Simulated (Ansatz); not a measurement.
The start is a generated trial cell of PtSe2 in the AFLOW prototype AB2_hP3_191_a_d (C32, as in AlB2). Cell shape, volume and atoms are optimised at zero target pressure with PBEsol (plane waves to 420 eV, PAW, scalar-relativistic; Ansatz, an electronic-structure program). The first steps use a coarse 7×7×5 k-mesh.

Starting cell:
```yaml
crystal:
  lattice:
    - [4.09703, 0.00000, 0.00000]
    - [-2.04851, 3.54813, 0.00000]
    - [0.00000, 0.00000, 4.43610]
  atoms:
    - { symbol: Pt, position: [0.00000, 0.00000, 0.00000] }
    - { symbol: Se, position: [0.33333, 0.66667, 0.50000] }
    - { symbol: Se, position: [0.66667, 0.33333, 0.50000] }
```

| Property | Result |
|---|---|
| Initial pressure | +3 GPa (positive: the cell is compressed) |
| Volume change | -17.6 %, from 21.50 to 17.72 Å³/atom |
| Shortest distances (start → end) | The closest pairs of elements (up to four, under 3.6 Å), start → end: Se–Se 2.37 → 2.72 Å; Pt–Pt 4.10 → 2.77 Å; Pt–Se 3.24 → 3.05 Å |
| Band gap at the end | zero (metallic) |
| Optimiser moves | 20 |

The end point of the relaxation:

```cif
data_PtSe2
_chemical_formula_sum 'Pt1 Se2'
_space_group_name_H-M_alt 'P6/mmm'
_space_group_IT_number 191
_space_group_name_Hall '-P 6 2'
_cell_length_a 4.70596
_cell_length_b 4.70596
_cell_length_c 2.77141
_cell_angle_alpha 90.000
_cell_angle_beta 90.000
_cell_angle_gamma 120.000
loop_
_atom_site_label
_atom_site_type_symbol
_atom_site_symmetry_multiplicity
_atom_site_Wyckoff_symbol
_atom_site_fract_x
_atom_site_fract_y
_atom_site_fract_z
_atom_site_occupancy
Pt1 Pt 1 a 0.00000 0.00000 0.00000 1
Se1 Se 2 d 0.33333 0.66667 0.50000 1
```

Final values are on a 12×12×17 k-mesh of the relaxed cell. No spin polarisation in the result.

The run could not lose the symmetry of its start, so the end can be a saddle point.

All atoms sit on sites fixed by symmetry, so only the cell could relax.

The relaxed structure here is a generated cell of PtSe2: the first start was made by placing the elements on the sites of a structure type, and the end was not matched to a known phase here, so it may be hypothetical. Known forms of PtSe2 include space group No. 164.
